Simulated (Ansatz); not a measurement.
# Ag$_{3}$BO: reading a single point

```
CELL_PARAMETERS angstrom
3.78249 0.00000 0.00000
0.00000 3.78249 0.00000
0.00000 0.00000 4.79178
ATOMIC_POSITIONS crystal
Ag 0.00000 0.50000 0.50000
Ag 0.50000 0.00000 0.50000
B 0.50000 0.50000 0.66500
O 0.00000 0.00000 0.00000
Ag 0.50000 0.50000 0.10760
```

The numbers come from plane-wave PAW DFT (Ansatz): PBE, no spin polarisation, 420 eV, 9×9×7 Γ-centred k points, fermi-dirac occupations (width 0.1 eV). Nothing was relaxed.

- Charges: Bader charges in e: Ag +0.13 to +0.36, B +0.18, O -0.80. In the mean Ag gives up most and O takes most.
- Formation energy: 0.94 eV an atom against the elements' usual phases (free molecules for gases, crystals otherwise, with no correction for O₂ or N₂), so at this geometry it isn't bound against them. Relaxing would lower it.
- Stress: The pressure is 17.2 GPa (compression positive), so with the atoms held at these fractions the cell would first expand; the forces are large, so a full relaxation may end otherwise. The principal stresses 12.0, 19.8, 19.8 GPa differ, so its shape would change too.
- Electronic structure: It is a metal, with about 1.7 states/eV a cell as the mean within 0.25 eV of the Fermi level, mostly O p (39 %), B p (31 %) and Ag d (14 %).

Origin: a known structure type with other elements, at an estimated volume, so it need not be a known compound. Caveats: many states at the Fermi level without spin polarisation, so a magnetic state may lie lower; atoms or cell far from equilibrium.
